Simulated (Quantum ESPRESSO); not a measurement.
```cif
data_B6Ba3O18Ti3
_chemical_formula_sum 'B6 O18 Ti3 Ba3'
_space_group_name_H-M_alt 'R-3 :H'
_space_group_IT_number 148
_space_group_name_Hall '-R 3'
_cell_length_a 5.07429
_cell_length_b 5.07429
_cell_length_c 16.81826
_cell_angle_alpha 90.000
_cell_angle_beta 90.000
_cell_angle_gamma 120.000
loop_
_atom_site_label
_atom_site_type_symbol
_atom_site_symmetry_multiplicity
_atom_site_Wyckoff_symbol
_atom_site_fract_x
_atom_site_fract_y
_atom_site_fract_z
_atom_site_occupancy
B1 B 6 c 0.00000 0.00000 0.23276 1
O1 O 18 f 0.46267 0.02452 0.09750 1
Ti1 Ti 3 b 0.00000 0.00000 0.50000 1
Ba1 Ba 3 a 0.00000 0.00000 0.00000 1
```
(The calculation used a cell of 10 atoms; values per cell refer to that cell.)

The geometry is that of Materials Project entry mp-11659, symmetrised and not relaxed again.

What does LDA (pw.x of Quantum ESPRESSO, ONCV potentials, without SOC) give for the electronic structure near the Fermi level?

The LDA gap is indirect, 2.42 eV, from Z to Γ; the smallest direct gap is 2.45 eV.
